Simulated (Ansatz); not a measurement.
Li₅TaO₅:
```cif
data_Li10O10Ta2
_chemical_formula_sum 'Li10 Ta2 O10'
_space_group_name_H-M_alt 'C2/m'
_space_group_IT_number 12
_space_group_name_Hall '-C 2y'
_cell_length_a 9.68930
_cell_length_b 3.99513
_cell_length_c 5.78712
_cell_angle_alpha 90.000
_cell_angle_beta 108.641
_cell_angle_gamma 90.000
loop_
_atom_site_label
_atom_site_type_symbol
_atom_site_symmetry_multiplicity
_atom_site_Wyckoff_symbol
_atom_site_fract_x
_atom_site_fract_y
_atom_site_fract_z
_atom_site_occupancy
Li1 Li 4 i 0.28690 0.00000 0.65463 1
Li2 Li 4 i 0.30834 0.00000 0.13884 1
Li3 Li 2 c 0.50000 0.50000 0.50000 1
Ta1 Ta 2 a 0.00000 0.00000 0.00000 1
O1 O 4 i 0.14615 0.00000 0.82623 1
O2 O 4 i 0.15707 0.00000 0.31816 1
O3 O 2 b 0.00000 0.50000 0.00000 1
```
(The calculation used a cell of 11 atoms; values per cell refer to that cell.)

Relaxed with PBEsol.

Q: Tabulate the valence density and the electron localisation function along the shortest Ta–O contact (1.98 Å), PBEsol (plane waves, PAW; program Ansatz).

A: 

```tsv
distance from Ta (Å)	density (e/Å³)	ELF
0.20	3.89	0.13
0.30	4.43	0.35
0.40	4.60	0.58
0.49	4.26	0.71
0.59	3.52	0.73
0.69	2.63	0.67
0.79	1.81	0.49
0.89	1.23	0.30
0.99	0.94	0.23
1.09	0.93	0.33
1.19	1.13	0.56
1.29	1.53	0.75
1.39	2.24	0.81
1.48	3.32	0.79
1.58	4.64	0.72
1.68	5.93	0.58
1.78	6.89	0.40
```

The density is the valence pseudo-density with augmentation charge, so density and ELF within about 1 Å of a nucleus are not all-electron values.

The workflow started from a Materials Project entry (that database holds measured and hypothetical structures alike); the Crystallography Open Database copy checked does not list it. Whether it is the stable phase at ambient conditions was not checked. The cell was relaxed with PBEsol under the symmetry of its start; whether a distortion lowers the energy is not shown. The run is not spin-polarised. Scalar-relativistic: spin–orbit coupling is off unless named, which matters more the heavier the elements.

Potentials: the later of the program's two PAW sets.
